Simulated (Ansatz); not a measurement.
The end of the path is a generated cell of ZnSnP2: the first start was made by placing the elements on the sites of a structure type, and the end was not matched to a known phase here, so it may be hypothetical.

A geometry of ZnSnP$_{2}$ away from equilibrium: step 2 of the relaxation of a generated trial cell of ZnSnP2 in the beta-NaFeO2 structure type. Method: PBEsol (plane waves to 420 eV, PAW, scalar-relativistic; Ansatz, an electronic-structure program). Γ-centred k-mesh 3×3×3 on the run's cell (coarser than for final values), Fermi–Dirac smearing 0.05 eV.

```xyz
16
Lattice="6.9158 0.0000 0.0000 0.0000 8.1346 0.0000 0.0000 0.0000 6.5925" Properties=species:S:1:pos:R:3:forces:R:3 pbc="T T T" free_energy=-42845.094 pressure_GPa=-1.3
Zn     0.5862     5.0811     0.0121    0.1100   -0.0160    0.0657
Zn     6.3296     3.0536     3.3083   -0.1100    0.0160    0.0657
Zn     4.0441     7.1209     0.0121    0.1100    0.0160    0.0657
Zn     2.8717     1.0138     3.3083   -0.1100   -0.0160    0.0657
Sn     0.5451     1.0186     0.0092    0.0133    0.0481    0.1236
Sn     6.3707     7.1160     3.3055   -0.0133   -0.0481    0.1236
Sn     4.0030     3.0487     0.0092    0.0133   -0.0481    0.1236
Sn     2.9128     5.0860     3.3055   -0.0133    0.0481    0.1236
P      0.5425     1.0397     2.5009    0.5407    0.7513    0.5085
P      6.3733     7.0949     5.7971   -0.5407   -0.7513    0.5085
P      4.0004     3.0276     2.5009    0.5407   -0.7513    0.5085
P      2.9154     5.1070     5.7971   -0.5407    0.7513    0.5085
P      0.5811     5.0687     2.4881   -0.4539   -0.7553   -0.6978
P      6.3347     3.0659     5.7843    0.4539    0.7553   -0.6978
P      4.0390     7.1332     2.4881   -0.4539    0.7553   -0.6978
P      2.8768     1.0014     5.7843    0.4539   -0.7553   -0.6978
```

Positions in Å, forces in eV/Å, free energy of the cell in eV (comparable only within this code, potentials and settings). Largest force: 1.12 eV/Å, on P13, P14, P15, P16 (atoms numbered as listed); the geometry lies 0.04 eV/atom above the end of its relaxation.

No spin polarisation in the result.

The run could not lose the symmetry of its start: the end is stationary, and may be a saddle point rather than a minimum.
